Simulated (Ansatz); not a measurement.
Level of theory: Ansatz 0.2.0, DFT PBE, scalar-relativistic, plane waves, PAW. Settings of the last relaxation (12-atom cell): 420 eV, 6×6×6 k points, Gaussian smearing of 0.02 eV, collinear spin.

Energies over the elements count from the elements' standard structures at the same level, with no fitted energy shifts.

Question: Propose a candidate for a trigonal semiconductor made of Mg, Ni and S, with a gap near 0.6 eV, a formation energy near −1.17 eV/atom, about 17 Å³ per atom and a net moment near 0.2 μB per atom, in a cell of 12 atoms. Its symmetry should be P-31m (No. 162).

Answer: Mg5NiS6, space group P-31m (No. 162). Mg on a site of symmetry 32 is surrounded by 6 S at 2.63 Å and 2 Mg at 3.04 Å; Mg on a site of symmetry -3m has 6 S at 2.58 Å and 2 Ni at 3.04 Å; Ni has 6 S at 2.53 Å and 2 Mg at 3.04 Å; S has 1 Ni at 2.53 Å and 5 Mg at 2.58–2.63 Å; 1 more site not described.

```cif
data_structure
_symmetry_space_group_name_H-M 'P 1'
_symmetry_Int_Tables_number 1
_cell_length_a 6.2862
_cell_length_b 6.2862
_cell_length_c 6.0841
_cell_angle_alpha 90.000
_cell_angle_beta 90.000
_cell_angle_gamma 120.000
_cell_volume 208.21
loop_
_atom_site_label
_atom_site_type_symbol
_atom_site_fract_x
_atom_site_fract_y
_atom_site_fract_z
_atom_site_occupancy
Mg1 Mg 0.33333 0.66667 0.00000 1
Mg2 Mg 0.00000 0.00000 0.00000 1
Mg3 Mg 0.66667 0.33333 0.00000 1
Mg4 Mg 0.33333 0.66667 0.50000 1
Mg5 Mg 0.66667 0.33333 0.50000 1
Ni1 Ni 0.00000 0.00000 0.50000 1
S1 S 0.32638 0.00000 0.25665 1
S2 S 0.00000 0.32638 0.25665 1
S3 S 0.67362 0.67362 0.25665 1
S4 S 0.67362 0.00000 0.74335 1
S5 S 0.32638 0.32638 0.74335 1
S6 S 0.00000 0.67362 0.74335 1
```

| Property | Result |
| --- | --- |
| Volume per atom | 17.35 Å³ |
| Density | 2.97 g/cm³ |
| Energy over the elements | −1.168 eV/atom |
| Gap on the 6×6×6 mesh of the 12-atom cell | 0.60 eV |
| Net moment per atom | 0.17 μB |
| Moment by site | Ni 1.3 μB |

The cell was found from a structure generator's guess, not taken from experiment. The answer needn't be unique; the calculation gave this one.

Kohn–Sham gaps at this level usually fall short of measured ones. No Hubbard U is applied to the 3d shell of Ni. The reference form of S is held partly by dispersion forces, which this level lacks. Another magnetic order may lie lower. A structure relaxed within its symmetry needn't be a true minimum. Another cell of Mg5NiS6 relaxed alike but without spin, in P4/mmm, lies 22 meV/atom lower, so this cell isn't the stable form at this level. Site moments count only spheres around the atoms; the net moment includes the space between them.
